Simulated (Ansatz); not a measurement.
C (fcc (Cu type), space group No. 225), a = b = c = 3.011 Å, α = β = γ = 90.00°; the cell used has 1 atom.

Relaxed with LDA.

Question: Which orbitals make up the states near the Fermi level in the program Ansatz at the LDA level (PAW)?

Answer: Within 0.5 eV of the Fermi level: C 2p 74 %, C 2s 25 %. Projections are on Löwdin-orthogonalised atomic valence shells; empty p or d shells of many metals are not among them.

Question: Tabulate the density of states.

Answer: States/eV per cell of 1 atom, in 0.25 eV bins, energy from the Fermi level.

```tsv
E (eV)	total	C 2p	C 2s
-7.85	0.24	0.15	0.09
-7.60	0.25	0.16	0.09
-7.35	0.26	0.17	0.09
-7.10	0.26	0.17	0.09
-6.85	0.25	0.17	0.08
-6.60	0.25	0.17	0.08
-6.35	0.24	0.17	0.08
-6.10	0.24	0.17	0.07
-5.85	0.23	0.17	0.07
-5.60	0.22	0.16	0.06
-5.35	0.23	0.16	0.06
-5.10	0.26	0.17	0.09
-4.85	0.29	0.17	0.11
-4.60	0.32	0.17	0.14
-4.35	0.31	0.17	0.13
-4.10	0.29	0.17	0.12
-3.85	0.27	0.16	0.11
-3.60	0.25	0.15	0.10
-3.35	0.25	0.15	0.10
-3.10	0.29	0.18	0.11
-2.85	0.32	0.20	0.11
-2.60	0.32	0.21	0.11
-2.35	0.33	0.21	0.11
-2.10	0.33	0.22	0.11
-1.85	0.33	0.22	0.11
-1.60	0.33	0.22	0.11
-1.35	0.33	0.23	0.10
-1.10	0.33	0.23	0.10
-0.85	0.33	0.23	0.10
-0.60	0.35	0.24	0.10
-0.35	0.36	0.26	0.09
-0.10	0.37	0.27	0.09
0.15	0.37	0.28	0.09
0.40	0.39	0.29	0.09
0.65	0.40	0.31	0.09
0.90	0.41	0.32	0.08
1.15	0.43	0.34	0.08
1.40	0.44	0.36	0.08
1.65	0.47	0.38	0.07
1.90	0.50	0.42	0.07
2.15	0.56	0.48	0.07
2.40	0.59	0.51	0.06
2.65	0.58	0.51	0.06
2.90	0.58	0.51	0.06
3.15	0.58	0.51	0.06
3.40	0.57	0.51	0.05
3.65	0.57	0.51	0.05
3.90	0.57	0.51	0.05
4.15	0.56	0.51	0.04
4.40	0.56	0.51	0.04
4.65	0.56	0.52	0.04
4.90	0.56	0.52	0.04
```

Space group Fm-3m (fcc (Cu type)). The start of the workflow was typed in or built on a structure type; neither database checked (COD, Materials Project) lists it. It is not the phase usual at ambient conditions (space group No. 194, 227). The LDA relaxation kept the symmetry of its start. At this level the phase is mechanically unstable. The volume moved by -40 % from the start of the relaxation.

Potentials: the earlier of the program's two PAW sets. The files were generated under PBE; for other functionals the program regenerates the frozen cores, and for LDA and PBEsol the local potential too.
